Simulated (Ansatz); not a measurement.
The relaxed structure here is a generated cell of SnS: the first start was made by placing the elements on the sites of a structure type, and the end was not matched to a known phase here, so it may be hypothetical. Known forms of SnS include space group No. 62.

One stationary structure of SnS. Calculation: PBE (plane waves to 420 eV, PAW, scalar-relativistic; Ansatz, a quantum-chemistry and plane-wave program).

```
CELL_PARAMETERS angstrom
      4.25238     0.00000     0.00000
      0.00000     6.94391     0.00000
      0.00000     0.00000     7.14202
ATOMIC_POSITIONS crystal
  Sn 0.77523 0.75000 0.00000
  Sn 0.77523 0.75000 0.50000
  Sn 0.22477 0.25000 0.00000
  Sn 0.22477 0.25000 0.50000
  S  0.18933 0.58518 0.75000
  S  0.18933 0.91482 0.25000
  S  0.81067 0.08518 0.75000
  S  0.81067 0.41482 0.25000
```

Question: Find the space group and the Wyckoff positions (tolerance 0.01 Å).

Answer: Space group Pbcm (No. 57); a = 4.2524 Å, b = 6.9439 Å, c = 7.1420 Å, α = 90.00°, β = 90.00°, γ = 90.00°

| atom | site | symmetry | x | y | z |
|---|---|---|---|---|---|
| Sn | 4c | 2.. | 0.2248 | 0.2500 | 0.0000 |
| S | 4d | ..m | 0.1893 | 0.9148 | 0.2500 |

Question: Give the shortest distances between elements (the closest pairs, up to four, under 3.6 Å).

Answer: S–Sn 2.76 Å; Sn–Sn 3.57 Å.

```json
{
  "volume_per_atom": "26.36 Å³",
  "band_gap": "zero (metallic)"
}
```

No spin polarisation in the result.

The run could not lose the symmetry of its start: the end is stationary, and may be a saddle point rather than a minimum.

It was reached from a disturbed copy of a Pmma (No. 51) cell (AFLOW prototype AB_oP4_51_e_f (B19, as in CdAu)), against which it lies -0.16 eV/atom.
